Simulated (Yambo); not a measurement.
Here is the system:

```
SiC
1.0
    3.05396     0.00000     0.00000
   -1.52698     2.64481     0.00000
    0.00000     0.00000     5.01195
C Si
2 2
Direct
  0.33333   0.66667   0.87540
  0.66667   0.33333   0.37540
  0.33333   0.66667   0.49960
  0.66667   0.33333   0.99960
```

Workflow: LDA (pw.x of Quantum ESPRESSO, ONCV potentials, scalar-relativistic), then G0W0 in Yambo (6×6×4 Γ-centred k mesh, 76 bands and a 8 Ry block in the screening, 76 bands in G with the Bruneval-Gonze terminator, plasmon pole fitted at 27.2 eV).

Task: Give the LDA and G0W0 gaps between the band edges found on this mesh, and say where the edges lie.

Result: Edges: Γ → K. LDA: 2.14 eV; G0W0: 3.00 eV. Nearest settings tried, and what they do to the gap: 59 bands in W, 59 bands in G: +0 meV; 6 Ry block (73 vectors against 111): -117 meV; 6×6×2 mesh: +0 meV. So the settings aren't converged at that level. 

Geometry relaxed with LDA.
